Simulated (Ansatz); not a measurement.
# Notes on GeRhSe

```
Ge Rh Se
1.0
     0.00000    3.68564    0.00000
     3.68564    0.00000    0.00000
     1.84282    1.84282   -8.01427
Ge Rh Se
2 2 2
Direct
  0.50000 0.00000 0.00000
  0.00000 0.50000 0.00000
  0.13940 0.13940 0.72120
  0.86060 0.86060 0.27880
  0.31130 0.31130 0.37740
  0.68870 0.68870 0.62260
```

Level: r2SCAN, no spin polarisation; 500 eV; 9×9×9 Γ-centred mesh; fermi-dirac occupations (width 0.1 eV); Ansatz 0.2.0, fixed geometry.

(1) Is there a gap?

(2) Is it stable against the elements?

(3) Give the Bader charges.

(4) Which atom feels the largest force, and which way?

(5) Is the cell too large or too small?

(6) Describe some of the short contacts.

Origin: a known structure type with other elements, at an estimated volume, so it need not be a known compound. Caveats: many states at the Fermi level without spin polarisation, so a magnetic state may lie lower.

Answers

(1) It is a metal, with about 4 states/eV a cell as the mean within 0.25 eV of the Fermi level, mostly Rh d (52 %), Se p (24 %) and Ge p (13 %).

(2) 0.10 eV an atom against the elements' usual phases (free molecules for gases, crystals otherwise, with no correction for O₂ or N₂), so at this geometry it isn't bound against them. Relaxing would lower it.

(3) Bader charges in e: Ge +0.12, Rh +0.10, Se -0.23. In the mean Ge gives up most and Se takes most.

(4) The largest is on Rh3 (and as large on other atoms): 0.93 eV/Å, components (0.00, 0.00, 0.93). It makes 73° with the line to a nearest neighbour, Se6 at 2.72 Å.

(5) The pressure is -7.3 GPa (compression positive), so with the atoms held at these fractions the cell would first shrink; the forces are large, so a full relaxation may end otherwise.

(6) Ge–Ge at 2.61 Å: least valence density 0.35 e/Å³ and ELF 0.56 there. Rh–Se at 2.72 Å: least valence density 0.34 e/Å³ and ELF 0.28 there. Ge–Rh at 2.90 Å: least valence density 0.24 e/Å³ and ELF 0.36 there. These are pseudo-fields; inside the PAW spheres they differ from the all-electron ones.
